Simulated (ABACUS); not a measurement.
ABACUS run on GaN (P6_3mc, 4 atoms in the cell; from Materials Project mp-804, changed as shown): self-consistent single point.

Computed with PBE, numerical atomic orbitals TZDP (confined pseudo-atomic orbitals with Gaussian additions; energy shift 0.01 Ry), PseudoDojo 0.5 standard norm-conserving PBE (tails mended) pseudopotentials (ABACUS).

The change in words: lattice vector c scaled by 1.01. Reference geometry (P6_3mc):
```yaml
crystal:
  lattice:
    - [3.14588, 0.00000, 0.00000]
    - [-1.57294, 2.72441, 0.00000]
    - [0.00000, 0.00000, 5.12226]
  atoms:
    - { symbol: Ga, position: [0.66667, 0.33333, 0.49908] }
    - { symbol: Ga, position: [0.33333, 0.66667, 0.99908] }
    - { symbol: N, position: [0.66667, 0.33333, 0.87592] }
    - { symbol: N, position: [0.33333, 0.66667, 0.37592] }
```

Reference input (self-consistent single point, DFT, PBE, numerical atomic orbitals TZDP (confined pseudo-atomic orbitals with Gaussian additions; energy shift 0.01 Ry), PseudoDojo 0.5 standard norm-conserving PBE (tails mended) pseudopotentials): basis = TZDP numerical atomic orbitals, energy shift 0.01 Ry; KPT = Gamma 8 8 5 0.5 0.5 0.5; basis_type = lcao; ecutwfc = 100 Ry; smearing_method = fixed; potentials = PseudoDojo 0.5 standard norm-conserving PBE (tails mended); symmetry = 1; symmetry_prec = 1e-05; ks_solver = genelpa; scf_nmax = 100; scf_thr = 1.0e-07; mixing_type = pulay. This run's input differs from it in these lines:

```diff
@@ -35,3 +35,3 @@
   -2.9724258105    5.1483906409    0.0000000000
-   0.0000000000    0.0000000000    9.6796742083
+   0.0000000000    0.0000000000    9.7764716496
 
@@ -43,4 +43,4 @@
 2
-   2.9724275231    1.7161284975    4.8309318039 1 1 1
-  -0.0000036023    3.4322621434    9.6707689080 1 1 1
+   2.9724275231    1.7161284975    4.8792414709 1 1 1
+  -0.0000036023    3.4322621434    9.7674772957 1 1 1
 
@@ -49,4 +49,4 @@
 2
-   2.9724275231    1.7161284975    8.4786202325 1 1 1
-  -0.0000036023    3.4322621434    3.6387831284 1 1 1
+   2.9724275231    1.7161284975    8.5634070473 1 1 1
+  -0.0000036023    3.4322621434    3.6751712225 1 1 1
 # file: KPT
```

Output (repeated stretches shortened):

```
 SELF-CONSISTENT
 -------------------------------------------

                  longest orb rcut (Bohr) = 8
   longest nonlocal projector rcut (Bohr) = 1.94
                     search radius (Bohr) = 19.9

                          real space grid = [ 40, 40, 64 ]

                                 init_chg = atomic

 LCAO ALGORITHM --------------- ION=   1  ELEC=   1--------------------------------

 Density error is 0.121927566879
 E_KohnSham     -347.0770110741      -4722.2249954169
 E_Fermi        0.6273178619         8.5350973788

 LCAO ALGORITHM --------------- ION=   1  ELEC=   2--------------------------------

   [... lines left out ...]

   [... 6 blocks of this kind left out ...]

 LCAO ALGORITHM --------------- ION=   1  ELEC=   9--------------------------------

 Density error is 2.16780050674e-07
 E_KohnSham     -347.4876775010      -4727.8123987994
 E_Fermi        0.8167465930         11.1124074867

 LCAO ALGORITHM --------------- ION=   1  ELEC=  10--------------------------------

 Density error is 9.43280239447e-09
 E_KohnSham     -347.4876775010      -4727.8123987994
 E_KS(sigma->0) -347.4876775010      -4727.8123987994
 E_entropy(-TS) 0.0000000000         0.0000000000
 E_Fermi        0.8167466789         11.1124086561
 charge density convergence is achieved
 final etot is -4727.8123988 eV
 EFERMI = 11.112408656 eV

 STATE ENERGY(eV) AND OCCUPATIONS    NSPIN == 1
   [... 25 lines left out ...]

 TOTAL-FORCE (eV/Angstrom)
                       Ga1         0.0000000000         0.0000000000         0.1422168861
                       Ga2         0.0000000000         0.0000000000         0.1422168861
                        N1         0.0000000000         0.0000000000        -0.1422168861
                        N2         0.0000000000         0.0000000000        -0.1422168861

 TOTAL-STRESS (KBAR)
       150.8050215364         0.0000276777        -0.0000000000
         0.0000276777       150.8050360651         0.0000000000
        -0.0000000000         0.0000000000       108.0711554011
 TOTAL-PRESSURE: 136.560404 KBAR

 --------------------------------------------
 !FINAL_ETOT_IS -4727.8123987993849369 eV
 --------------------------------------------
```

The run converged in 10 iterations. Against the reference run the free energy drops by 9.1 meV/atom and the pressure goes from 15.94 to 13.66 GPa.

The atom-centred basis is finite, which shifts total energies, pressures and forces against plane waves. The structure comes from a collection of computed structures, made at another level of theory; the collection holds predicted forms beside known ones. Its lattice was then scaled.

Cost on one core: around 50 core-seconds (rough).

The atomic orbitals were generated for these runs; they are not ABACUS's published sets and were checked against plane waves on a few crystals only.

“Tails mended”: in these copies of the files the far tail of each local potential was reset to the Coulomb form.
